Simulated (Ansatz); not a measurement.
Problem. Name crystals whose computed values (LDA (plane waves, PAW; program Ansatz)) fall in these windows: highest Γ mode, no LO–TO term (cm⁻¹) 480 to 620; G_Hill (GPa) 19 to 26.

Solution. 

```tsv
crystal	highest Γ mode, no LO–TO term (cm⁻¹)	G_Hill (GPa)
NaH, rock salt	561	22.9
LiF, wurtzite	555	19.6
```
Others may fit too.

Not the usual ambient phase: LiF, wurtzite. All cells were relaxed under the symmetry of their starts (and spin orders); stability against distortions was not tested throughout.

Potentials: the later of the program's two PAW sets.
